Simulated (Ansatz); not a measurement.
Here is the system:

MgS:
Space group Fm-3m (No. 225); a = 5.2297 Å, b = 5.2297 Å, c = 5.2297 Å, α = 90.00°, β = 90.00°, γ = 90.00°

```
atom  site  symmetry       x       y       z
----  ----  --------  ------  ------  ------
Mg      4a      m-3m  0.0000  0.0000  0.0000
S       4b      m-3m  0.5000  0.5000  0.5000
```
(The calculation used a cell of 2 atoms; values per cell refer to that cell.)

This is the PBE-relaxed structure.

Q: All from PBE in the plane-wave PAW code Ansatz, unless another level is named. Estimate the hole effective mass, band 2 of 3 at the edge.

A: 0.97 along [100], 0.97 along [110], 2.4 along [111] (mₑ).

Q: Give the hole effective mass, band 3 of 3 at the edge.

A: 0.25 along [100], 0.20 along [110], 0.19 along [111] (mₑ).

Q: Give the weight of the valence-edge state by species (Voronoi cells).

A: S 89 %, Mg 11 %.

The PBE relaxation kept the symmetry of its start.

Potentials: the later of the program's two PAW sets.

Edges and masses are those of Kohn–Sham bands, whose gap is no quasiparticle gap.
